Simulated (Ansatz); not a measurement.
GeSe₂ (fluorite, Fm-3m) at seven volumes, DFT-PBE in the program Ansatz with PAW potentials, scaled uniformly. One row is withheld.

```
V (Å³/atom)  P (GPa)
-----------  -------
21.823          5.83
22.542          3.58
23.261             ?
23.981          0.00
24.700         -1.40
25.420         -2.60
26.139         -3.60
```

Q: Fit the shown pressures and predict the withheld one.

A: P = (3/2)B₀(x^(7/2) − x^(5/2))[1 + (3/4)(B′ − 4)(x − 1)] with x = (V₀/V)^(2/3). Least squares on the six rows gives V₀ = 23.981 Å³/atom, B₀ = 50.4 GPa, B′ = 4.33. At V = 23.261, x = 1.0205 and P = 1.64 GPa. The run itself gave 1.65 GPa.

A made-up cell: these elements were put on the sites of a structure type; neither database checked (COD, Materials Project) lists it. Its standing as an ambient phase is unchecked. The PBE relaxation kept the symmetry of its start; whether a distortion lowers the energy is not shown.

Potentials: the later of the program's two PAW sets.
